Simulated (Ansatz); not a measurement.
Be₃CdTe₄: rattling a relaxed structure

It was reached by relaxing an invented guess, and it needn't be the stable form of this composition.

Theory: DFT PBE, scalar-relativistic, plane waves, PAW (Ansatz). Plane waves to 420 eV, a k mesh through Γ of 8×8×4 on the computed 8-atom cell and Gaussian smearing (0.02 eV); no spin polarisation.

The cell below (8 atoms, space group P-4m2 (No. 115)) is relaxed within its symmetry.

```
Be Cd Te
1.0
     4.12637    0.00000    0.00000
     0.00000    4.12637    0.00000
     0.00000    0.00000   12.07065
Be Cd Te
3 1 4
Direct
  0.00000 0.00000 0.50000
  0.50000 0.50000 0.72981
  0.50000 0.50000 0.27019
  0.00000 0.00000 0.00000
  0.00000 0.50000 0.61459
  0.50000 0.00000 0.38541
  0.50000 0.00000 0.84183
  0.00000 0.50000 0.15817
```

For the test it was strained at random (σ = 1.5 % a component), the atoms were moved at random (σ = 0.10 Å), and all was relaxed again on a coarse 4×4×1 mesh (in the run’s order of axes) with 0.10 eV smearing, with no symmetry imposed.

These runs have no spin–orbit coupling, which can matter for Te.

Question: Does it come back?

Answer: It returns, within 1 meV/atom of the unmoved cell on that mesh and with the same symmetry when read at 0.1 Å (C2 at 0.01 Å, so small strains and shifts remain). No instability shows in this cell; modes of other wave vectors, which need another repeat, aren't tested.
